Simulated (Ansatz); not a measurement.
Data:

Relaxed AlN (wurtzite):

```yaml
crystal:
  lattice:
    - [3.13030, 0.00000, 0.00000]
    - [-1.56515, 2.71092, 0.00000]
    - [0.00000, 0.00000, 5.01801]
  atoms:
    - { symbol: Al, position: [0.66667, 0.33333, 0.00337] }
    - { symbol: Al, position: [0.33333, 0.66667, 0.50337] }
    - { symbol: N, position: [0.66667, 0.33333, 0.62183] }
    - { symbol: N, position: [0.33333, 0.66667, 0.12183] }
```

In this cell atom 2 (Al, nearest neighbour N at 1.903 Å; its periodic images, 3.1 Å or more away, move with it) is moved by s along Cartesian [110], unit vector (0.707, 0.707, 0.000); all other atoms and the cell stay fixed.

All values below come from PBE (plane waves to 420 eV, PAW, scalar-relativistic; Ansatz, an electronic-structure program). k mesh 10×10×6 (Γ-centred), Fermi-Dirac smearing 0.05 eV. The energy includes the smearing's −TS. AlN was relaxed with its symmetry unable to fall. The zero of ΔE is the undisplaced structure.

The scan covers s from -0.190 to 0.190 Å in 11 points.

### Question
Is this a single well or a double well?

### Answer
A single well with its minimum at or next to zero displacement.

### Question
Is the energy the same for displacements of ±0.190 Å, and if not, which side lies higher?

### Answer
Not even: the negative side lies higher at ±0.190 Å. With its periodic images moving along, the atom's site symmetry in this cell is 3m..

### Question
What force acts on the atom along the line at s = -0.190 Å?

### Answer
3.65 eV/Å.

### Question
What is the force constant k = d²E/ds² of this move at s = 0?

### Answer
14.9 eV/Å².

(A displaced cell: forces are minus the slopes of the energy, force constants its curvatures, and phonons follow from these.)
